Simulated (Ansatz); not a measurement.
Is this NaSr2Sn3 structure stable?

The structure comes from a generated guess, relaxed at this level; another structure or a mixture of phases may lie lower.

Method: DFT PBE, scalar-relativistic, plane waves, PAW in Ansatz. The final run on the 6-atom cell used 420 eV, a Γ-centred 8×8×8 mesh, 0.10 eV smearing and no spin polarisation.

```
Na Sr Sn
1.0
     3.24634    1.87427    5.04444
    -3.24634    1.87427    5.04444
     0.00000   -3.74855    5.04444
Na Sr Sn
1 2 3
Direct
  0.00000 0.00000 0.00000
  0.62595 0.62595 0.62595
  0.37405 0.37405 0.37405
  0.00000 0.50000 0.00000
  0.50000 0.00000 0.00000
  0.00000 0.00000 0.50000
```

The zero of energy is the elements' standard structures at the same level; no fitted shifts are applied. The references include grey tin.

Q: These tests were run: energy against the elements; phonons at Γ; elastic tensor. What do they show?

A:

```
                       test                       result
energy against the elements                −0.45 eV/atom
               phonons at Γ  lowest optical mode 44 cm⁻¹
             elastic tensor      least eigenvalue 13 GPa
```

It fails none of these tests outright. Whether a mixture of other phases lies lower isn't tested here. Phonons away from Γ weren't computed. Undecided within the accuracy: elastic tensor.

The end has C2/m (No. 12) at a tolerance of 0.01 Å; the cell shown is made exact in the group found at 0.05 Å. The run for the phonons used an 8×8×8 k mesh and Fermi–Dirac smearing of 0.15 eV. The run for the elastic tensor used an 8×8×8 k mesh and Fermi–Dirac smearing of 0.15 eV.
